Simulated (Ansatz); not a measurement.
ZnO:
```yaml
crystal:
  lattice:
    - [3.18030, 0.00000, 0.00000]
    - [-1.59015, 2.75422, 0.00000]
    - [0.00000, 0.00000, 10.34035]
  atoms:
    - { symbol: Zn, position: [0.00000, 0.00000, 0.00058] }
    - { symbol: Zn, position: [0.00000, 0.00000, 0.50058] }
    - { symbol: Zn, position: [0.66667, 0.33333, 0.75050] }
    - { symbol: Zn, position: [0.33333, 0.66667, 0.25050] }
    - { symbol: O, position: [0.00000, 0.00000, 0.81216] }
    - { symbol: O, position: [0.00000, 0.00000, 0.31216] }
    - { symbol: O, position: [0.66667, 0.33333, 0.56239] }
    - { symbol: O, position: [0.33333, 0.66667, 0.06239] }
```

Tensor components refer to the Cartesian frame of this cell.

Problem. Give the proper piezoelectric stress tensor with relaxed ions from the program Ansatz at the LDA level (PAW).

Solution. In C/m², rows x, y, z, Voigt columns; mesh uncertainty up to 0.01.
```
 0.00   0.00   0.00   0.00   0.53   0.00
 0.00   0.00   0.00   0.53   0.00   0.00
 0.61   0.61  -1.19   0.00   0.00   0.00
```

The elastic tensor of the same run (GPa):

```
     1    2    3     4     5     6
-  ---  ---  ---  ----  ----  ----
1  222  142  120   0.0   0.0   0.0
2  142  222  120   0.0   0.0   0.0
3  120  120  246   0.0   0.0   0.0
4  0.0  0.0  0.0  36.8   0.0   0.0
5  0.0  0.0  0.0   0.0  36.8   0.0
6  0.0  0.0  0.0   0.0   0.0  39.6
```

Problem. Convert to strain constants d = e·S.

Solution. In pC/N:
```
 0.0   0.0   0.0   0.0  14.4   0.0
 0.0   0.0   0.0  14.4   0.0   0.0
 4.8   4.8  -9.5   0.0   0.0   0.0
```

Space group P6_3mc. A made-up cell: these elements were put on the sites of a structure type. Its sites differ from those of the usual phase in this space group: another stacking or structure type. The cell was relaxed with LDA under the symmetry of its start; its stability against distortions is not shown here. Signs of piezoelectric constants follow the polarity of the cell as given.

Potentials: the later of the program's two PAW sets.
